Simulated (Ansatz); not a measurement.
BAs:
```
BAs
1.0
    3.45879     0.00000     0.00000
   -1.72940     2.99540     0.00000
    0.00000     0.00000     7.48150
B As
3 3
Cartesian
 -0.86470   1.49770   2.49383
  0.86470   1.49770   4.98766
  1.72940   0.00000   0.00000
 -0.86470   1.49770   6.23458
  0.86470   1.49770   1.24692
  1.72940   0.00000   3.74075
```

Relaxed with PBE. Special points in fractions of this cell's reciprocal vectors: Γ (0.000, 0.000, 0.000); M (0.500, 0.000, 0.000); K (0.333, 0.333, 0.000); A (0.000, 0.000, 0.500); L (0.500, 0.000, 0.500); H (0.333, 0.333, 0.500).

### Question
List the band energies nearest the valence-band maximum at these points for PBE (plane waves, PAW; program Ansatz).

### Answer
In eV from the valence-band maximum; about four levels below and three above (degenerate sets whole), none deeper than 8.9 eV; points with the same levels are listed once.

```json
[
 {"k": "Γ", "below": "-1.18 -1.18 -0.92 0.00", "above": "2.15 2.15 2.34"},
 {"k": "M", "below": "-4.03 -3.06 -2.71 -2.43", "above": "0.48 0.66 0.88"},
 {"k": "K", "below": "-5.46 -5.46 -3.39 -2.52 -2.52", "above": "0.61 2.33 2.33"},
 {"k": "A", "below": "-1.13 -1.11 -1.11 -0.68", "above": "1.96 2.51 2.62"},
 {"k": "L", "below": "-3.71 -3.46 -3.28 -2.89", "above": "1.78 2.19 2.60"},
 {"k": "H", "below": "-5.61 -5.61 -3.11 -2.64", "above": "2.70 3.53 3.53"}
]
```

Space group P6_422. The start of the workflow was typed in or built on a structure type; neither database checked (COD, Materials Project) lists it. It is not the phase usual at ambient conditions (space group No. 216). The cell was relaxed with PBE under the symmetry of its start; its stability against distortions is not shown here. Its formation energy is positive at this level, so the cell may be metastable or incomplete. Spin–orbit coupling is left out wherever it is not named.

Potentials: the earlier of the program's two PAW sets.
